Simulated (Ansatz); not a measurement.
CdS (zinc blende, F-43m), a = b = c = 5.878 Å, α = β = γ = 90.00°; the cell used has 2 atoms.

Relaxed with r²SCAN.

Task: Decompose the optical modes at the zone centre into irreducible representations, and say which are infrared and Raman allowed.

Result: Point group -43m: Γ_opt = T2. Infrared: T2. Raman: T2.

Task: Assign frequencies (DFPT, r²SCAN (plane waves, PAW; program Ansatz); without the LO–TO term).

Result: T2 228 cm⁻¹.

The r²SCAN relaxation kept the symmetry of its start; phonons on a q-mesh show no instability.

Potentials: the later of the program's two PAW sets.
